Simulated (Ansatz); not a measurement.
Al: phonons across the zone at 1.02 times its equilibrium volume

All numbers below come from DFT LDA, scalar-relativistic, plane waves, PAW (Ansatz 0.2.0). Settings: 420 eV plane-wave cutoff, Γ-centred 20×20×20 mesh, Fermi-Dirac smearing of 0.15 eV. No spin polarisation. Phonons by linear response, acoustic sum rule imposed.

The cell, relaxed in shape and atoms at 1.02 times its equilibrium volume:
```yaml
crystal:
  lattice:
    - [0.00000, 2.00564, 2.00564]
    - [2.00564, 0.00000, 2.00564]
    - [2.00564, 2.00564, 0.00000]
  atoms:
    - { symbol: Al, position: [0.00000, 0.00000, 0.00000] }
```

In a metal, frequencies and elastic constants depend on the k mesh and the smearing, soft modes and shear constants most. Some empty bands missed the eigensolver's threshold. The q mesh is coarse, so values between its points are rough.

Force constants from linear response on a 2×2×2 q mesh.

**Question.** Is the structure dynamically stable on the q mesh?

**Answer.** Yes, on this mesh: no mode is imaginary.

**Question.** Give the frequencies (cm⁻¹) at the points of high symmetry.

**Answer.**
```json
{"point": "X", "q": "0.500 0.000 0.500", "frequencies": "189 189 313"}
{"point": "U", "q": "0.625 0.250 0.625", "frequencies": "174 239 286"}
{"point": "K", "q": "0.375 0.375 0.750", "frequencies": "174 239 286"}
{"point": "L", "q": "0.500 0.500 0.500", "frequencies": "136 136 316"}
{"point": "W", "q": "0.500 0.250 0.750", "frequencies": "192 261 261"}
```

Cost: 1 run of about 0.53 core-minutes, on AMD EPYC 7R43 (Zen 3) (shared hosts).